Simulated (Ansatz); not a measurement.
**FeLi₄Nb₆O₁₈, first-principles data**

FeLi₄Nb₆O₁₈:
```
CELL_PARAMETERS angstrom
      5.16689     0.00000     0.00000
     -2.58345     4.47466     0.00000
      0.00000     0.00000    13.88353
ATOMIC_POSITIONS crystal
  Fe 0.00000 0.00000 0.21007
  Li 0.66667 0.33333 0.55795
  Li 0.33333 0.66667 0.38922
  Li 0.33333 0.66667 0.88250
  Li 0.00000 0.00000 0.72203
  Nb 0.33333 0.66667 0.16487
  Nb 0.66667 0.33333 0.33953
  Nb 0.00000 0.00000 0.50347
  Nb 0.33333 0.66667 0.66882
  Nb 0.66667 0.33333 0.83621
  Nb 0.00000 0.00000 0.99426
  O  0.05255 0.73409 0.10511
  O  0.68154 0.94745 0.10511
  O  0.00792 0.36908 0.27268
  O  0.26591 0.31846 0.10511
  O  0.36116 0.99208 0.27268
  O  0.63092 0.63884 0.27268
  O  0.70382 0.04683 0.43726
  O  0.34301 0.29618 0.43726
  O  0.67609 0.71426 0.60250
  O  0.95317 0.65699 0.43726
  O  0.03817 0.32391 0.60250
  O  0.28574 0.96183 0.60250
  O  0.37453 0.38192 0.76779
  O  0.00739 0.62547 0.76779
  O  0.33350 0.03468 0.93047
  O  0.61808 0.99261 0.76779
  O  0.70118 0.66650 0.93047
  O  0.96532 0.29882 0.93047
```
The run is spin-polarised; directions of the spins, atom by atom: ↑ 0 0 0 0 0 0 0 0 0 0 0 0 0 0 0 0 0 0 0 0 0 0 0 0 0 0 0 0.

Space group P3 (No. 143); conventional cell a = b = 5.1669 Å, c = 13.8835 Å, α = β = 90.00°, γ = 120.00°.

Method: plane-wave PAW r²SCAN (Ansatz code). The cell and atoms are relaxed at this level. Other levels are named where they apply.

**Cell and energy**

| Property | Value |
|---|---|
| Volume per atom | 11.07 Å³ |
| Density | 4.81 g/cm³ |
| Formation energy from the elements (no fitted shifts) | -2.68 eV/atom |

**Electronic structure**

| Item | Value |
|---|---|
| Band gap | 0.50 eV (indirect) |
| Valence-band maximum | at A |
| Conduction-band minimum | on the K–H2 line, 27 % of the way from K (k = 0.333, 0.333, -0.135 in fractions of the reciprocal vectors) (2 equivalent valleys) |
| Smallest direct gap on the standard path | 0.65 eV |
| Electron effective mass | 1.9, 1.9, 4.9 mₑ (principal values) |

**Magnetism**

| Property | Value |
|---|---|
| Magnetic order | ferromagnetic |
| Net moment | 0.14 μB per atom |

**Charges**

| Item | Result |
|---|---|
| Bader charges | Fe +1.53, Li +0.91, Nb +2.81 to +2.90, O -1.27 to -1.18 e |

The start of the workflow was typed in or built on a structure type; neither database checked (COD, Materials Project) lists it. Whether it is the stable phase at ambient conditions was not checked. The cell was relaxed with r²SCAN under the symmetry of its start; whether a distortion lowers the energy is not shown. The final state is ferromagnetic, the only order run, not a proven ground state. Other orbital occupations within this spin state were not tried. No Hubbard U is applied. The references are the lowest solids computed at this level, not always the standard phases (solids in place of the gases). Spin–orbit coupling is left out wherever it is not named.

Potentials: the later of the program's two PAW sets.
